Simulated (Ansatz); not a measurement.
# InRh, first-principles data

InRh (CsCl type, Pm-3m), a = b = c = 3.204 Å, α = β = γ = 90.00°.

Space group Pm-3m (No. 221), CsCl type; conventional cell a = 3.2041 Å, b = 3.2041 Å, c = 3.2041 Å, α = 90.00°, β = 90.00°, γ = 90.00°.

Method: plane-wave PAW r²SCAN (Ansatz code). Structure relaxed to zero pressure with the same functional. Other levels are named where they apply.

**Cell and energy**

```json
{
 "volume_per_atom": "16.45 Å³",
 "density": "10.99 g/cm³",
 "Formation energy from the elements (no fitted shifts)": "-0.52 eV/atom"
}
```

**Electronic structure**

```json
{
  "electronic_character": "metallic (no gap)",
  "Density of states at the Fermi level": "0.63 states/eV per atom (mean over ±0.08 eV)",
  "Gap with spin–orbit coupling": "none (metallic)"
}
```

**Mechanics**

```json
{
 "Bulk modulus (Birch–Murnaghan fit)": "170 GPa",
 "Pressure derivative B′": "5.1"
}
```

**Charges**

```json
{
  "bader_charges": "In +0.69, Rh -0.69 e"
}
```

The workflow started from an entry of the Crystallography Open Database (COD). Whether it is the stable phase at ambient conditions was not checked. The cell was relaxed with r²SCAN under the symmetry of its start; its stability against distortions is not shown here. The run is not spin-polarised. The references are the lowest solids computed at this level, not always the standard phases. Scalar-relativistic: spin–orbit coupling is off unless named, which matters more the heavier the elements.

Potentials: the later of the program's two PAW sets.
